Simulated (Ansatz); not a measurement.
Ansatz (a program for electronic structure) input:

Ansatz 0.2 input:
```yaml
crystal:
  lattice:
    - [0.0, 4.310002638, 4.310002638]
    - [4.310002638, 0.0, 4.310002638]
    - [4.310002638, 4.310002638, 0.0]
  atoms:
    - { symbol: Ti, position: [0.3560294701, 0.88132351, 0.88132351] }
    - { symbol: Ti, position: [0.36867649, 0.36867649, 0.8939705299] }
    - { symbol: Ti, position: [0.88132351, 0.3560294701, 0.88132351] }
    - { symbol: Ti, position: [0.36867649, 0.36867649, 0.36867649] }
    - { symbol: Ti, position: [0.88132351, 0.88132351, 0.88132351] }
    - { symbol: Ti, position: [0.36867649, 0.8939705299, 0.36867649] }
    - { symbol: Ti, position: [0.88132351, 0.88132351, 0.3560294701] }
    - { symbol: Ti, position: [0.8939705299, 0.36867649, 0.36867649] }
    - { symbol: C, position: [0.125, 0.125, 0.125] }
    - { symbol: C, position: [0.625, 0.125, 0.125] }
    - { symbol: C, position: [0.125, 0.125, 0.625] }
    - { symbol: C, position: [0.125, 0.625, 0.125] }
kpoints:
  mp_grid: { grid: [8, 8, 8] }
hamiltonian:
  xc: r2scan
  pseudopotentials: { kind: paw }
scf:
  occupations: { method: gaussian, width: 0.05 }
checkpoint: { read: metal.run }
output: { write_density: true, elf: true, volumetric_format: npy }
basis: { fft_grid_basis: typed }
```

Output (shortened):

```
Pseudopotential: Ti, paw, valence charge 12
Pseudopotential: C, paw, valence charge 4
Functional definition: r2SCAN
Crystal: 12 atoms, lattice volume = 160.126 Å³
Basis set: ecut = 500 eV, 4015 PW (Γ), exchange–correlation on 180×180×180 points (64 copies of the dense FFT grid, shifted against one another)
Bands: 80, of which v1, the nominal top of the filled ones, is band 56 counted from 1 (55 counted from 0)
Symmetry: 48 space group operations
Space group: Fd-3m (ITA 227), of the structure as read, at distance tolerance 5.4e-5 Å
k-points: 29 of 512
Stability of the state it starts from, as read at its close in the unpolarized treatment …
iter 1 solved again at ethr=3.86e-9 eV; its pass at ethr=3.10e-3 eV (dr2=4.32e-6 eV) is discarded
SCF iter   1: F=—  HF=-21050.737739 eV  |F-HF|=—  |Δ(HF+E_count)|=         —  Δρ=1.31e-7  dr2=6.65e-11  dr2_τ=1.42e-12  ethr=3.86e-9  ⟨swp⟩=3.7  Hψ=15425  notcnv=0
preconditioner: auto → Kerker (q_TF=auto, 2.570 Å⁻¹)
SCF iter   2: F=-21050.737739 eV  HF=-21050.737739 eV  |F-HF|=7.28e-12  |Δ(HF+E_count)|=   2.12e-9  Δρ=7.84e-8  dr2=1.31e-11  dr2_τ=6.36e-13  ethr=1.00e-12  ⟨swp⟩=6.0  Hψ=6922  notcnv=0
SCF 1 converged in 2 iterations: F = -21050.737739 eV  dr2 = 1.31e-11
SCF converged after 2 iterations
Free energy (F): -21050.737739 eV
Harris-Foulkes:  -21050.737739 eV  (|F-HF|=7.28e-12)
Internal energy: -21050.732888 eV  (E = F + TS)
E sigma→0 (E₀):  -21050.735314 eV
Entropy (-TS):   -0.004852 eV (-0.404 meV/atom)
Fermi energy:    13.089772 eV
--- Per-component energies (eV) ---
  E_band       = -1315.466232
  E_kinetic    = 2542.921259
  E_local      = -7269.173121  (includes V_loc(G=0)·N_el)
  E_nonlocal   = 152.799516
  E_hartree    = 2981.801445
  E_xc         = -940.431420
  E_vxc        = -1334.180947  (∫ρ·V_xc dr)
  E_paw        = -8851.369534  (= ΣΔE_a)
  E_vpaw       = -1458.288214  (= ΣTr[D̂ρ^β])
  E_aug_tail   = 0.000759  (compensation charges beyond the density's cutoff)
  E_vtau       = 86.851494  (kinetic-family band-sum trace: ∫τ·v_τ [+ j·A + Jᵃ·Aᵃ] dr)
  E_ewald      = -9665.155040
  E_core_change = -2.126752  (= ΣΔE_core)
  E_smearing   = -0.004852  (= −TS)
  E_closure    =  0.000000  (closes the sum)
  Σ components = -21050.737739   (vs F -21050.737739, Δ=0.00e0)
  [band-id]    e_kinetic+e_local+e_nonlocal+2·e_hartree+e_vxc+e_vpaw+e_augmentation_tail+e_vtau = -1315.466363   (vs E_band -1315.466232, Δ=-1.32e-4)
--- Band table (eV; the first three rows and the last of 29) ---
  k-point 0: bands = ["-46.0359", "-45.9591", "-45.9481", "-45.9481", "-45.9481", "-45.9229", "-45.9229", "-45.9229", "-21.5174", "-21.4982", "-21.4982", "-21.4982", "-21.4665", "-21.4296", "-21.4296", "-21.1622", "-21.1622", "-21.1622", "-21.1368", …
  k-point 1: bands = ["-46.0331", "-45.9602", "-45.9496", "-45.9472", "-45.9472", "-45.9239", "-45.9239", "-45.9231", "-21.5087", "-21.4906", "-21.4906", "-21.4845", "-21.4572", "-21.4204", "-21.4204", "-21.1695", "-21.1629", "-21.1629", "-21.1406", …
  k-point 2: bands = ["-46.0254", "-45.9659", "-45.9510", "-45.9445", "-45.9445", "-45.9266", "-45.9266", "-45.9239", "-21.4870", "-21.4700", "-21.4700", "-21.4558", "-21.4217", "-21.3967", "-21.3967", "-21.1894", "-21.1721", "-21.1721", "-21.1422", …
  k-point 28: bands = ["-45.9881", "-45.9881", "-45.9562", "-45.9562", "-45.9324", "-45.9324", "-45.9276", "-45.9276", "-21.4075", "-21.4075", "-21.3819", "-21.3819", "-21.2907", "-21.2907", "-21.2798", "-21.2798", "-21.2546", "-21.2546", "-21.2151", …
```

Cost: very roughly 30 core-seconds on shared cores.

The first step of the workflow began from a Materials Project structure, measured or hypothetical; the Crystallography Open Database copy checked does not list it. Whether it is the stable phase at ambient conditions was not checked. The cell was relaxed with r²SCAN under the symmetry of its start; of distortions, only those at the zone centre were tested. The run is not spin-polarised.

Potentials: the later of the program's two PAW sets.

Ansatz is a plane-wave DFT program.
